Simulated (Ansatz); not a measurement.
This Sr₂Hf₂W structure is the end of a relaxation. The cell was found from a structure generator's guess, not taken from experiment.

Computed with DFT PBE, scalar-relativistic, plane waves, PAW (Ansatz). Cutoff 420 eV, Γ-centred mesh, Gaussian smearing, no spin polarisation.

```xyz
5
Lattice="3.4261 0.0000 0.0000 -1.7130 2.9671 0.0000 0.0000 0.0000 13.6385" Properties=species:S:1:pos:R:3 pbc="T T T"
Sr    0.0000    0.0000    0.1960
Sr    0.0000    1.9781   10.0949
Hf    0.0000    0.0000    4.6565
Hf    1.7130    0.9890    7.1044
W     0.0000    1.9781    2.7431
```

The zero of energy is the elements' standard structures at the same level; no fitted shifts are applied.

Q: What space group does it have?

A: P3m1 (No. 156). Conventional cell: a = 3.426 Å, c = 13.639 Å. Around Sr on its first site lie 3 W at 3.22 Å, 6 Sr at 3.43 Å and 3 Sr at 4.23 Å; Sr on its second site is surrounded by 6 Sr at 3.43 Å, 3 Hf at 3.59 Å and 3 Sr at 4.23 Å; around Hf on its first site lie 3 W at 2.75 Å, 3 Hf at 3.15 Å and 6 Hf at 3.43 Å; around W lie 3 Hf at 2.75 Å, 3 Sr at 3.22 Å and 6 W at 3.43 Å; 1 more site not described.

Q: What is its formation energy per atom?

A: +0.77 eV/atom. It can't be a ground state, since the elements alone are lower.

Q: Is it a metal?

A: Yes, bands cross the Fermi level on the 12×12×4 mesh.

Q: From what recipe could a structure generator have reached it?

A: One such recipe: close-packed layers stacked ABACB, next cell at A (P3m1, No. 156). Other recipes can lead to the same cell.

The last run used a 12×12×4 mesh (in the run's order of axes) for its 5-atom cell and Gaussian smearing of 0.10 eV. Spin–orbit coupling, which can matter for Hf and W, is left out. The cell is a metal run without spin; a magnetic state may lie lower. Symmetry constrained the relaxation, so the result can be a saddle point.
